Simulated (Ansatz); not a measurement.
Consider the following.

Sn (beta-Sn type, space group I4_1/amd)

```xyz
2
Lattice="-2.9735 2.9735 1.6061 2.9735 -2.9735 1.6061 2.9735 2.9735 -1.6061" Properties=species:S:1:pos:R:3 pbc="T T T"
Sn     0.0000     2.9735     0.8030
Sn     0.0000     0.0000     0.0000
```

E(V) scan at fixed shape, V₀ the volume above. Symmetry pins the atoms to their sites.

All values below come from PBE (plane waves to 420 eV, PAW, scalar-relativistic; Ansatz, a quantum-chemistry and plane-wave program). k mesh 16×16×16 (Γ-centred), Fermi-Dirac smearing 0.05 eV. Energies are smeared free energies. Compression counts positive. With the shape held, the modulus is that of even scaling; a crystal free to change shape is softer. Sn was relaxed with its symmetry unable to fall. The PAW data are Ansatz's earlier set. The zero of ΔE is the relaxed starting cell.

The scan covers V/V₀ from 0.840 to 1.160 in 9 points.

Question: What pressure does the cell carry at V/V₀ = 0.840?

Answer: 12.7 GPa.

Question: What is ΔE at V/V₀ = 1.160?

Answer: 81 meV/atom.

Question: What is ΔE at V/V₀ = 0.840?

Answer: 152 meV/atom.

(A scan under strain: stresses follow from slopes of the energy per volume, elastic moduli from its curvatures.)
